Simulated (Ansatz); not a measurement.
The numbers come from plane-wave PAW DFT (Ansatz): PBE, no spin polarisation, 420 eV, 8×8×4 Γ-centred k points, fermi-dirac occupations (width 0.0222 eV). Nothing was relaxed.

Computed maps in the lattice plane spanned by a (left to right, 4.06 Å, 12 points from zero) and b (bottom to top, 4.06 Å, 12 points from zero), 90° apart, at height 0.000 along c. The fields are smooth PAW ones with compensation charges, not the true ones near nuclei.

Valence density. Digits on a logarithmic scale: 0 up to 0.03 e/Å³, each further digit a factor of 1.6, 9 from 1.3 e/Å³ up:
```
679997655555
699999655555
799999755555
699999655555
679997655555
566766566766
655555679997
655555699999
755555799999
655555699999
655555679997
566766566766
```

Question: The cell is BaNbCrF. Which atoms lie within 0.2 Å of this plane, and where (fractions of a and b)?

Answer: Nb at (0.25, 0.75), Nb at (0.75, 0.25). The whole cell:
```
Ba Nb Cr F
1.0
     4.05514    0.00000    0.00000
     0.00000    4.05514    0.00000
     0.00000    0.00000    9.22716
Ba Nb Cr F
2 2 2 2
Cartesian
  1.0138 1.0138 3.0613
  3.0414 3.0414 6.1659
  1.0138 3.0414 0.0000
  3.0414 1.0138 0.0000
  3.0414 3.0414 1.3758
  1.0138 1.0138 7.8514
  1.0138 3.0414 4.6136
  3.0414 1.0138 4.6136
```

Origin: a known structure type with other elements, at an estimated volume, so it need not be a known compound. Caveats: no spin polarisation, so a magnetic state may lie lower.
